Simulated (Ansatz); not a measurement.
Starting cell, Ru (hcp, Mg type):

```xyz
2
Lattice="2.7046 0.0000 0.0000 -1.3523 2.3422 0.0000 0.0000 0.0000 4.2601" Properties=species:S:1:pos:R:3 pbc="T T T"
Ru     0.0000     1.5615     3.1951
Ru     1.3523     0.7807     1.0650
```

In this cell atom 1 (Ru, nearest neighbour Ru at 2.641 Å; its periodic images, 2.7 Å or more away, move with it) is moved by s along Cartesian z, unit vector (0.000, 0.000, 1.000); all other atoms and the cell stay fixed.

These are r2SCAN (plane waves to 500 eV, PAW, scalar-relativistic; Ansatz, a quantum-chemistry and plane-wave program) values and carry that method's errors. k mesh 16×16×9 (Γ-centred), Fermi-Dirac smearing 0.05 eV. The energy includes the smearing's −TS. With partly filled bands, energies and forces of such displacements shift with the k mesh and the smearing. Ru is run without spin polarisation. Ru was relaxed with its symmetry unable to fall. ΔE is measured from the undisplaced structure.

The scan covers s from -0.530 to 0.530 Å in 11 points.

Is the energy the same for equal positive and negative displacements?

Even: the same for both signs. With its periodic images moving along, the atom's site symmetry in this cell is -6m2.

What force acts on the atom along the line at s = -0.530 Å?

11.5 eV/Å.

What is the energy change at s = 0.530 Å?

2462 meV/cell.

What is the force constant k = d²E/ds² of this move at s = 0?

12.1 eV/Å².

With two atoms in the cell this is the zone-centre optical mode. What wavenumber follows?

256 cm⁻¹.

(A displaced cell: forces are minus the slopes of the energy, force constants its curvatures, and phonons follow from these.)
